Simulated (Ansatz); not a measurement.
A distorted cell of ZrB2 (AlB2 type, space group P6/mmm):

```
CELL_PARAMETERS angstrom
      3.16770     0.00000     0.00000
     -1.58385     2.74331     0.00000
      0.00000     0.00000     3.55026
ATOMIC_POSITIONS crystal
  Zr 0.00000 0.00000 0.99777
  B  0.33333 0.66667 0.50939
  B  0.66667 0.33333 0.50939
```

Computed with r2SCAN (plane waves to 500 eV, PAW, scalar-relativistic; Ansatz, a first-principles code). k mesh 17×17×13 (Γ-centred), Fermi-Dirac smearing 0.05 eV. Compression counts positive. With partly filled bands, energies and forces of such displacements shift with the k mesh and the smearing. ZrB2 is run without spin polarisation. ZrB2 was relaxed with its symmetry unable to fall.

Predict the force on every atom, in eV/Å.


| atom | Fx | Fy | Fz |
|---|---|---|---|
| Zr1 | 0.000 | 0.000 | 0.590 |
| B2 | 0.000 | 0.000 | -0.295 |
| B3 | 0.000 | 0.000 | -0.295 |

(For displaced atoms, the force is minus the slope of the energy, and its curvature is a force constant, which sets phonon frequencies.)
